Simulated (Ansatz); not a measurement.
Frozen-phonon scan for ZnO (wurtzite)

Starting cell, ZnO (wurtzite):

```
CELL_PARAMETERS angstrom
      3.27960     0.00000     0.00000
     -1.63980     2.84021     0.00000
      0.00000     0.00000    10.58661
ATOMIC_POSITIONS crystal
  Zn 0.66667 0.33333 0.00108
  Zn 0.66667 0.33333 0.50108
  Zn 0.33333 0.66667 0.25108
  Zn 0.33333 0.66667 0.75108
  O  0.66667 0.33333 0.31152
  O  0.66667 0.33333 0.81152
  O  0.33333 0.66667 0.06152
  O  0.33333 0.66667 0.56152
```

The atoms are displaced by Q × the pattern below (from a DFPT mode at A = (0.0, 0.0, 0.5), largest move 1; Q in Å), at fixed cell. It is one choice among 4 degenerate patterns. (q is in reciprocal vectors of the primitive cell; the cell shown is doubled to hold the pattern.)

```
atom      x       y      z
----  -----  ------  -----
Zn1   0.000   0.217  0.000
Zn2   0.000  -0.217  0.000
Zn3   0.000   0.021  0.000
Zn4   0.000  -0.021  0.000
O5    0.000  -0.081  0.000
O6    0.000   0.081  0.000
O7    0.000  -1.000  0.000
O8    0.000   1.000  0.000
```

The numbers are results of PBE (plane waves to 420 eV, PAW, scalar-relativistic; Ansatz, a first-principles code), not measurements. k mesh 12×12×3 (Γ-centred), Fermi-Dirac smearing 0.05 eV. E stands for the smeared free energy. Stress and pressure are positive under compression. ZnO was relaxed with its symmetry unable to fall. ΔE is measured from the undisplaced structure.

```csv
Q (Å),ΔE (meV/cell),−dE/dQ from forces (eV/Å),P (GPa)
-0.100,103.6,2.117,0.57
-0.083,71.5,1.741,0.39
-0.067,45.5,1.378,0.25
-0.050,25.5,1.025,0.14
-0.033,11.3,0.679,0.06
-0.017,2.8,0.338,0.02
0.000,0.0,0.000,0.00
0.017,2.8,-0.338,0.02
0.033,11.3,-0.679,0.06
0.050,25.5,-1.025,0.14
0.067,45.5,-1.378,0.25
0.083,71.5,-1.741,0.39
0.100,103.6,-2.117,0.57
```

Read from the data:

The energy at Q = 0.100 Å is 103.6 meV/cell. Space group of the distorted cell: Cm (No. 8), lowered from P6_3mc. Symmetry of the curve: even: the same for both signs. Shape of the curve: a single well with its minimum at or next to zero displacement. Harmonic wavenumber from the curvature (finite differences): 379 cm⁻¹. Wavenumber by perturbation theory (DFPT, on another k mesh): 379 cm⁻¹.

(For displaced atoms, the force is minus the slope of the energy, and its curvature is a force constant, which sets phonon frequencies.)
